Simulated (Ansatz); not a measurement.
The cell comes from COD entry 1537628, which wasn't checked; take it as a given geometry.

Below is the log of a run of Ansatz 0.2.0.

```
Sc: projections on atomic orbitals take those of the free atom 1s2 2s2 2p6 3s2 3p6 3d1 4s2, of charge +0.00 (hamiltonian.pseudopotentials.projection_atoms)
Pt: projections on atomic orbitals take those of the free atom 1s2 2s2 2p6 3s2 3p6 3d10 4s2 4p6 4d10 4f14 5s2 5p6 5d9 6s1, of charge +0.00 (hamiltonian.pseudopotentials.projection_atoms)
LAPW: plane waves up to 8.482 Å⁻¹, error target 2.5e-4 eV per atom; small_component_spin mean_spin; Sc in spheres of 1.368 Å, 17 of its electrons in bands, Dirac shells []; Pt in spheres of 1.464 Å, 42 of its electrons in bands, Dirac shells []
Engine: ansatz 0.2.0
Pseudopotentials: kind: all_electron
Pseudopotential: Sc, LAPW, valence charge 17, Koelling and Harmon's equation, gaussian nucleus
Pseudopotential: Pt, LAPW, valence charge 42, Koelling and Harmon's equation, gaussian nucleus
Functional definition: SPW92
  exchange = slater_x
  correlation = pw_c
Crystal: 2 atoms, lattice volume = 34.966 Å³
Basis set: ecut = 274.093108656958 eV, 365 PW (Γ), exchange–correlation at level 2
Bands: 36, of which v1, the nominal top of the filled ones, is band 30 counted from 1 (29 counted from 0)
Symmetry: 48 space group operations
Space group: Pm-3m (ITA 221), of the structure as read, at distance tolerance 3.3e-5 Å
k-points: 56 of 1000
Non-local potential: Sc, projectors of the file, none
Non-local potential: Pt, projectors of the file, none
Initial density: superposition of atomic densities (chi_scale 0.1, normalization cell, long waves kept (reshape's long-wave potential 0.00 eV rms))
Initial wavefunctions: plane waves of lowest kinetic energy (no species holds an atomic orbital)
Functional: x = slater, c = lda
iter 1 solved again at ethr=6.51e-4 eV; its pass at ethr=1.00e-1 eV (dr2=3.84e-1 eV) is discarded
SCF iter   1: F=—  HF=-521431.548217 eV  |F-HF|=—  |Δ(HF+E_count)|=         —  Δρ=3.31e-2  dr2=3.85e-1  ethr=6.51e-4  ⟨swp⟩=2.4  Hψ=12830  notcnv=0
preconditioner: auto → Kerker (q_TF=auto, 2.977 Å⁻¹)  [metal: Δε(μ)=0.013 eV  Ē_g=6.807 eV  σ=0.050 eV  W_gap=0.07  n_scr=18 (ndim 8)  ℏωp=22.6 eV  f_vac=0.000  D(μ)=2.32/eV (n_scr^D=26)]
SCF iter   2: F=—  HF=-521431.609707 eV  |F-HF|=—  |Δ(HF+E_count)|=   6.15e-2  Δρ=3.99e-2  dr2=1.11e0  ethr=6.51e-4  ⟨swp⟩=2.5  Hψ=6257  notcnv=0  defer=2
SCF iter   3: F=—  HF=-521430.818936 eV  |F-HF|=—  |Δ(HF+E_count)|=   7.91e-1  Δρ=1.40e-2  dr2=1.20e-1  ethr=6.51e-4  ⟨swp⟩=2.0  Hψ=5936  notcnv=0
iter 4 solved again at ethr=1.06e-5 eV; its pass at ethr=2.03e-4 eV (dr2=6.27e-3 eV) is discarded
SCF iter   4: F=—  HF=-521430.782118 eV  |F-HF|=—  |Δ(HF+E_count)|=         —  Δρ=4.00e-3  dr2=6.27e-3  ethr=1.06e-5  ⟨swp⟩=2.0  Hψ=10254  notcnv=0
the basis was enlarged: its passes take 178.0 KiB over the memory plan, 1 of 1 planned eigensolver slots
SCF iter   5: F=—  HF=-521430.783107 eV  |F-HF|=—  |Δ(HF+E_count)|=   9.89e-4  Δρ=3.67e-3  dr2=8.58e-3  ethr=1.06e-5  ⟨swp⟩=2.0  Hψ=6048  notcnv=0
SCF iter   6: F=—  HF=-521430.780930 eV  |F-HF|=—  |Δ(HF+E_count)|=   2.18e-3  Δρ=1.76e-3  dr2=2.41e-3  ethr=1.06e-5  ⟨swp⟩=2.0  Hψ=5809  notcnv=0
SCF iter   7: F=—  HF=-521430.780507 eV  |F-HF|=—  |Δ(HF+E_count)|=   4.23e-4  Δρ=4.06e-4  dr2=5.57e-5  ethr=4.09e-6  ⟨swp⟩=2.0  Hψ=5916  notcnv=0
SCF iter   8: F=—  HF=-521430.780511 eV  |F-HF|=—  |Δ(HF+E_count)|=   3.91e-6  Δρ=2.21e-4  dr2=3.04e-5  ethr=9.45e-8  ⟨swp⟩=2.0  Hψ=6049  notcnv=0
SCF iter   9: F=—  HF=-521430.780508 eV  |F-HF|=—  |Δ(HF+E_count)|=   3.13e-6  Δρ=8.34e-5  dr2=4.27e-6  ethr=5.15e-8  ⟨swp⟩=2.0  Hψ=6048  notcnv=0
SCF iter  10: F=—  HF=-521430.780506 eV  |F-HF|=—  |Δ(HF+E_count)|=   1.78e-6  Δρ=1.62e-5  dr2=1.14e-7  ethr=7.23e-9  ⟨swp⟩=2.0  Hψ=6048  notcnv=0
SCF iter  11: F=-521430.780506 eV  HF=-521430.780506 eV  |F-HF|=1.63e-9  |Δ(HF+E_count)|=   3.66e-8  Δρ=3.70e-6  dr2=5.24e-9  ethr=1.93e-10  ⟨swp⟩=2.0  Hψ=6048  notcnv=0
SCF 1 converged in 11 iterations: F = -521430.780506 eV  dr2 = 5.24e-9
NSCF: frozen V_eff on 99 k-points
SCF converged after 11 iterations
Free energy (F): -521430.780506 eV
Harris-Foulkes:  -521430.780506 eV  (|F-HF|=1.63e-9)
Internal energy: -521430.765846 eV  (E = F + TS)
E sigma→0 (E₀):  -521430.773176 eV
Entropy (-TS):   -0.014660 eV (-7.330 meV/atom)
Fermi energy:    19.466013 eV
--- Per-component energies (eV) ---
  E_band       = -5949.815877
  E_kinetic    = 589334.957958
  E_xc         = -10430.380857
  E_electrostatic = -1100335.342947  (all electrons and nuclei)
  E_smearing   = -0.014660  (= −TS)
  E_closure    = 0.000000  (closes the sum)
  E_atoms      = -521415.675686  (free atoms, spherical and without spin; not in F)
  Σ components = -521430.780506   (vs F -521430.780506, Δ=0.00e0)
  Basis errors (estimates in eV, not in F): energy 4.7e-5 per atom: plane waves 3.9e-5 (2.0e-5 summed), levels above the bands 7.2e-66, relativity 3.2e-9, radial functions 8.8e-6, core shells 4.9e-8; eigenvalues (radial functions only) 3.9e-7; not estimated: angular momenta, meshes, grids; target (lapw.basis_error) 2.5e-4; muffin-tin radii Sc 1.368 Å, Pt 1.464 Å
--- Forces (eV/Å), atoms counted from 1 ---
  atom   1  Sc    -0.00000000    -0.00000000     0.00000000
  atom   2  Pt    -0.00000000     0.00000000    -0.00000000
  max |Σ_I F_I| component: 7.49e-30 eV/Å
--- Stress (GPa, compression-positive) ---
       -5.415631       0.000000       0.000000
        0.000000      -5.415631       0.000000
        0.000000       0.000000      -5.415631
  P = ⅓ Tr σ = -5.4156 GPa (-54.156 kbar)
--- Band table (eV; the first three rows and the last of 56) ---
  k-point 0: bands = ["-363.0360", "-363.0360", "-363.0360", "-283.6616", "-283.6616", "-283.6585", "-283.6585", "-283.6585", "-79.2812", "-47.8717", "-47.8717", "-47.8717", "-47.8704", "-47.8704", "-47.8704", "-47.8691", "-33.3883", "-33.3883", "-33.3883", "-29.8679", "-8.6673", "-8.6673", "-8.6673", "11.3427", "14.2215", "14.2215", "16.6118", "16.6118", "16.6118", "20.8760", "20.8760", "22.8889", "22.8889", "22.8889", "26.7212", "26.7212"]
  k-point 1: bands = ["-363.0360", "-363.0360", "-363.0360", "-283.6616", "-283.6616", "-283.6585", "-283.6585", "-283.6585", "-79.2811", "-47.8717", "-47.8717", "-47.8717", "-47.8704", "-47.8704", "-47.8704", "-47.8691", "-33.3925", "-33.3880", "-33.3880", "-29.8649", "-8.6916", "-8.6662", "-8.6662", "11.5258", "14.2870", "14.3380", "16.5720", "16.5720", "16.6469", "20.7378", "20.9086", "22.5177", "22.5177", "22.8184", "25.9726", "27.3159"]
  k-point 2: bands = ["-363.0360", "-363.0360", "-363.0360", "-283.6616", "-283.6616", "-283.6585", "-283.6585", "-283.6585", "-79.2809", "-47.8717", "-47.8716", "-47.8716", "-47.8704", "-47.8704", "-47.8704", "-47.8691", "-33.4033", "-33.3872", "-33.3872", "-29.8571", "-8.7548", "-8.6634", "-8.6634", "12.0464", "14.4705", "14.6633", "16.4711", "16.4711", "16.7422", "20.3677", "20.8853", "21.8090", "21.8090", "22.6316", "24.5450", "28.6888"]
  k-point 55: bands = ["-363.0360", "-363.0360", "-363.0360", "-283.6616", "-283.6616", "-283.6585", "-283.6585", "-283.6585", "-79.2787", "-47.8718", "-47.8718", "-47.8718", "-47.8703", "-47.8703", "-47.8703", "-47.8692", "-33.4187", "-33.4187", "-33.4187", "-29.8038", "-8.8562", "-8.8562", "-8.8562", "15.1380", "15.1380", "15.1380", "17.9160", "17.9160", "18.0320", "18.0320", "18.0320", "22.4243", "23.0927", "23.0927", "28.3432", "28.3432"]
--- Löwdin populations: 2 sites ---
  site symbol       q [e]
     0     Sc     20.7085
     1     Pt     78.0698
  spilling = 0.002240 (of n_electrons = 99.000000)
```

The cell and starting positions:

```
CELL_PARAMETERS angstrom
3.27000 0.00000 0.00000
0.00000 3.27000 0.00000
0.00000 0.00000 3.27000
ATOMIC_POSITIONS crystal
Sc 0.50000 0.50000 0.50000
Pt 0.00000 0.00000 0.00000
```

Parts of the input that the log doesn't repeat:

```yaml
  band_path:
    path:
      - [0.0, 0.0, 0.0]
      - [0.0, 0.5, 0.0]
      - [0.5, 0.5, 0.0]
      - [0.0, 0.0, 0.0]
      - [0.5, 0.5, 0.5]
      - [0.0, 0.5, 0.0]
      - [0.5, 0.5, 0.5]
      - [0.5, 0.5, 0.0]
    npoints: 14
output:
  forces: true
  stress: true
  eigenvalues: true
  fatbands: true
  populations: true
  dos: { projected: true, de: 0.2, e_range: [-14, 8] }
```

Task: Write the input that produced this log.

Result: 
```yaml
crystal:
  lattice:
    - [3.27, 0.0, 0.0]
    - [0.0, 3.27, 0.0]
    - [0.0, 0.0, 3.27]
  atoms:
    - { symbol: Sc, position: [0.5, 0.5, 0.5] }
    - { symbol: Pt, position: [0.0, 0.0, 0.0] }
kpoints:
  mp_grid: { grid: [10, 10, 10] }
  band_path:
    path:
      - [0.0, 0.0, 0.0]
      - [0.0, 0.5, 0.0]
      - [0.5, 0.5, 0.0]
      - [0.0, 0.0, 0.0]
      - [0.5, 0.5, 0.5]
      - [0.0, 0.5, 0.0]
      - [0.5, 0.5, 0.5]
      - [0.5, 0.5, 0.0]
    npoints: 14
scf:
  occupations: { method: fermi_dirac, width: 0.05 }
hamiltonian:
  xc: lda
  pseudopotentials: { kind: all_electron, lapw: { basis_error: 0.00025 } }
output:
  forces: true
  stress: true
  eigenvalues: true
  fatbands: true
  populations: true
  dos: { projected: true, de: 0.2, e_range: [-14, 8] }
```
This is the input that was run; digits and keys that the log doesn't show could differ in an equivalent one.
